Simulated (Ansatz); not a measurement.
Structure relaxation, ZnCu

The start is a generated cell, ZnCu built in the AFLOW prototype AB_oI4_44_a_b (as in GaAs). The cell and all atomic positions are relaxed at zero pressure with PBEsol (plane waves to 420 eV, PAW, scalar-relativistic; Ansatz, an electronic-structure program). The first steps use a coarse 15×15×15 k-mesh.

Initial structure:
```yaml
crystal:
  lattice:
    - [-2.24362, 2.30451, 1.23423]
    - [2.24362, -2.30451, 1.23423]
    - [2.24362, 2.30451, -1.23423]
  atoms:
    - { symbol: Cu, position: [0.00000, 0.00000, 0.00000] }
    - { symbol: Zn, position: [0.57500, 0.07500, 0.50000] }
```

Q: How large is the pressure on the unrelaxed cell, and of which sign?

A: +6.7 GPa (positive: the cell is compressed).

Q: What is the largest force in the starting geometry, and on which atom (counted from 1)?

A: 0.05 eV/Å, on Cu1, Zn2 (atoms numbered as listed).

Q: What symmetry does the relaxed structure have?

A: The space group goes from Imm2 (No. 44) to Immm (No. 71), with 2 atoms in the primitive cell.

Q: How much energy is released per atom?

A: 0.07 eV/atom.

Q: How does the volume per atom move from start to end?

A: +6.0 %, from 12.76 to 13.53 Å³/atom.

Q: Write out the relaxed structure.

A: 
```cif
data_Cu2Zn2
_chemical_formula_sum 'Cu2 Zn2'
_space_group_name_H-M_alt 'Immm'
_space_group_IT_number 71
_space_group_name_Hall '-I 2 2'
_cell_length_a 2.52406
_cell_length_b 4.29539
_cell_length_c 4.99259
_cell_angle_alpha 90.000
_cell_angle_beta 90.000
_cell_angle_gamma 90.000
loop_
_atom_site_label
_atom_site_type_symbol
_atom_site_symmetry_multiplicity
_atom_site_Wyckoff_symbol
_atom_site_fract_x
_atom_site_fract_y
_atom_site_fract_z
_atom_site_occupancy
Cu1 Cu 2 a 0.00000 0.00000 0.00000 1
Zn1 Zn 2 c 0.00000 0.00000 0.50000 1
```
(The calculation used a cell of 2 atoms; values per cell refer to that cell.)

Final values are on a 21×21×21 k-mesh of the relaxed cell. No spin polarisation in the result.

The run could not lower the symmetry of its start; a shaken copy of this end point relaxes with PBEsol to I4₁/amd (No. 141), 0.25 eV/atom lower.

The relaxed structure here is a generated cell of ZnCu: the first start was made by placing the elements on the sites of a structure type, and the end was not matched to a known phase here, so it may be hypothetical. Known forms of ZnCu include space group No. 221.
